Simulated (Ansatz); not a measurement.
**Question.** Bulk modulus by a P(V) fit from LDA minus that from PBEsol (% of the latter), each on its own relaxed cell (Ansatz, a quantum-chemistry and plane-wave program, plane waves, PAW; no spin–orbit coupling, no Hubbard U), over 22 phases of the class «transition-metal oxides»: what sign and size do you expect?

**Answer.** Mean 8 %, median 8 %, mean absolute 8 %; eight in ten lie between 6 and 12 %, and 100 % are above zero.

Some cases that may be named, with their rank among the 22 from the lowest: WO3, ReO3 type 5 % (rank 1); TaSnO3, cubic perovskite 6 % (rank 3); SrNbO3, cubic perovskite 8 % (rank 11); LaTiO3, cubic perovskite 8 % (rank 13); SrZrO3, P4mm (Sr on 1b, Zr on 1a, O on 1a, O on 2c) 12 % (rank 20); Ag2O, Pn-3m (Ag on 4c, O on 2a) 17 % (rank 22).

The phases are those computed here (of each formula those with measured values and the lowest at some level), not a balanced benchmark, and neither functional is the truth. Pairs that end in unlike spin orders or unlike minima (c/a over 6 % apart, 30 % for weakly bound crystals), magnets with 4f shells, solids of gases and phases set aside for tests are left out.

1 of the phases carry moments, in the orders computed and without U. 1 are weakly bound layers, chains or molecules.

Standing as an ambient phase not checked: WO3, ReO3 type; TaSnO3, cubic perovskite; SrNbO3, cubic perovskite; LaTiO3, cubic perovskite; SrZrO3, P4mm (Sr on 1b, Zr on 1a, O on 1a, O on 2c). Unstable at this level: WO3, ReO3 type with LDA; SrZrO3, P4mm (Sr on 1b, Zr on 1a, O on 1a, O on 2c) with LDA; SrZrO3, P4mm (Sr on 1b, Zr on 1a, O on 1a, O on 2c) with PBEsol; Ag2O, Pn-3m (Ag on 4c, O on 2a) with LDA; Ag2O, Pn-3m (Ag on 4c, O on 2a) with PBEsol. All cells were relaxed under the symmetry of their starts (and spin orders); stability against distortions was not tested throughout. Named crystals with no word on spin ran without spin polarisation. Scalar-relativistic: spin–orbit coupling is off unless named, which matters more the heavier the elements.

Potentials: the later of the program's two PAW sets.

Ansatz is a plane-wave DFT program.
